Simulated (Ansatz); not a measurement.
Relaxation of a generated cell, TaN built in the CoSn structure type; 6 atoms in the cell, which starts as P6/mmm (No. 191), hP6; a = b = 4.8106 Å, c = 3.8817 Å, α = β = 90.00°, γ = 120.00°. All values below come from r2SCAN (plane waves to 500 eV, PAW, scalar-relativistic; Ansatz, a quantum-chemistry and plane-wave program). Γ-centred k-mesh 6×6×6 on the run's cell (coarser than for final values), Fermi–Dirac smearing 0.05 eV. This is the first round of the run. 

The optimiser's lines from the output (shortened; P is positive under compression):

```
relax step   1: F+E_penalty+E_count = -30988.64075628 eV  Δ(F+E_penalty+E_count) = +0.000e0 eV  max|allowed force component| = 3.701e-17 eV/Å  Δτ_max = 0.0000 Å  P = -29.917 GPa  Ω = 77.795 Å³  (10 SCF iters, dr2 threshold 1.00e-7 eV, accepted)
relax step   2: F+E_penalty+E_count = -30990.25070787 eV  Δ(F+E_penalty+E_count) = -1.610e0 eV  max|allowed force component| = 1.850e-17 eV/Å  Δτ_max = 0.0000 Å  P = -20.421 GPa  Ω = 72.844 Å³  (8 SCF iters, dr2 threshold 6.00e-7 eV, accepted)
relax step   3: F+E_penalty+E_count = -30991.72499014 eV  Δ(F+E_penalty+E_count) = -1.474e0 eV  max|allowed force component| = 9.252e-18 eV/Å  Δτ_max = 0.0000 Å  P = -11.369 GPa  Ω = 69.463 Å³  (8 SCF iters, dr2 threshold 6.00e-7 eV, accepted)
relax step   4: F+E_penalty+E_count = -30993.14188248 eV  Δ(F+E_penalty+E_count) = -1.417e0 eV  max|allowed force component| = 2.313e-18 eV/Å  Δτ_max = 0.0000 Å  P = -1.468 GPa  Ω = 66.954 Å³  (8 SCF iters, dr2 threshold 6.00e-7 eV, accepted)
relax step   5: F+E_penalty+E_count = -30994.29507844 eV  Δ(F+E_penalty+E_count) = -1.153e0 eV  max|allowed force component| = 1.850e-17 eV/Å  Δτ_max = 0.0000 Å  P = +9.099 GPa  Ω = 65.431 Å³  (7 SCF iters, dr2 threshold 6.00e-7 eV, accepted)
relax step   6: F+E_penalty+E_count = -30995.17900393 eV  Δ(F+E_penalty+E_count) = -8.839e-1 eV  max|allowed force component| = 5.551e-17 eV/Å  Δτ_max = 0.0000 Å  P = +2.771 GPa  Ω = 68.013 Å³  (7 SCF iters, dr2 threshold 6.00e-7 eV, accepted)
relax step   7: F+E_penalty+E_count = -30995.21380738 eV  Δ(F+E_penalty+E_count) = -3.480e-2 eV  max|allowed force component| = 3.701e-17 eV/Å  Δτ_max = 0.0000 Å  P = +4.121 GPa  Ω = 68.677 Å³  (7 SCF iters, dr2 threshold 6.00e-7 eV, accepted)
relax step   8: F+E_penalty+E_count = -30995.24676172 eV  Δ(F+E_penalty+E_count) = -3.295e-2 eV  max|allowed force component| = 1.850e-17 eV/Å  Δτ_max = 0.0000 Å  P = -0.307 GPa  Ω = 69.209 Å³  (6 SCF iters, dr2 threshold 6.00e-7 eV, accepted)
relax step   9: F+E_penalty+E_count = -30995.24704845 eV  Δ(F+E_penalty+E_count) = -2.867e-4 eV  max|allowed force component| = 3.701e-17 eV/Å  Δτ_max = 0.0000 Å  P = +0.016 GPa  Ω = 69.175 Å³  (4 SCF iters, dr2 threshold 6.00e-7 eV, accepted)
relax step  10: F+E_penalty+E_count = -30995.24704818 eV  Δ(F+E_penalty+E_count) = +2.695e-7 eV  max|allowed force component| = 1.018e-16 eV/Å  Δτ_max = 0.0000 Å  P = +0.001 GPa  Ω = 69.178 Å³  (3 SCF iters, dr2 threshold 3.90e-9 eV, accepted)
relax step  11: F+E_penalty+E_count = -30995.24621337 eV  Δ(F+E_penalty+E_count) = +8.348e-4 eV  max|allowed force component| = 1.110e-16 eV/Å  Δτ_max = 0.0000 Å  P = +0.047 GPa  Ω = 69.178 Å³  stress off target by 8.19e-2 GPa  SCF on the basis re-selected at this cell (its energy is not comparable with the rows above)  (8 SCF iters)
relax step  12: F+E_penalty+E_count = -30995.24621336 eV  Δ(F+E_penalty+E_count) = +1.426e-8 eV  max|allowed force component| = 1.480e-16 eV/Å  Δτ_max = 0.0000 Å  P = +0.000 GPa  Ω = 69.193 Å³  (4 SCF iters, dr2 threshold 1.68e-8 eV, accepted)
relax step  13: F+E_penalty+E_count = -30995.24621651 eV  Δ(F+E_penalty+E_count) = -3.155e-6 eV  max|allowed force component| = 1.295e-16 eV/Å  Δτ_max = 0.0000 Å  P = +0.000 GPa  Ω = 69.193 Å³  stress off target by 5.05e-4 GPa  SCF on the basis re-selected at this cell (its energy is not comparable with the rows above)  (5 SCF iters)
```

From the first to the last row the energy changes by -1.10 eV/atom and the volume by -11.1 %. The last row is marked as not comparable with the walk above it, whose basis was carried along; it does compare with step 1, since both stand on a basis selected at the nominal cutoff for their own cell.

Later rounds, restarted from the end of this one on a renewed k-mesh, logged 8 more steps and released under 0.01 eV/atom more. The final structure after all rounds: P6/mmm (No. 191), hP6; a = 5.235 Å, b = 5.235 Å, c = 2.908 Å, α = 90.00°, β = 90.00°, γ = 120.00°. Between re-selections the logged energies stand on a plane-wave basis carried along with the cell. No spin polarisation in the result.

The run could not lower the symmetry of its start; a shaken copy of this end point relaxes with r2SCAN to Pmc2₁ (No. 26), 0.26 eV/atom lower.

The first start was generated by placing the elements on the sites of a structure type. A measured structure of TaN has the same space group, P6/mmm (No. 191); the sites were not compared with it. Another known form has space group No. 225.
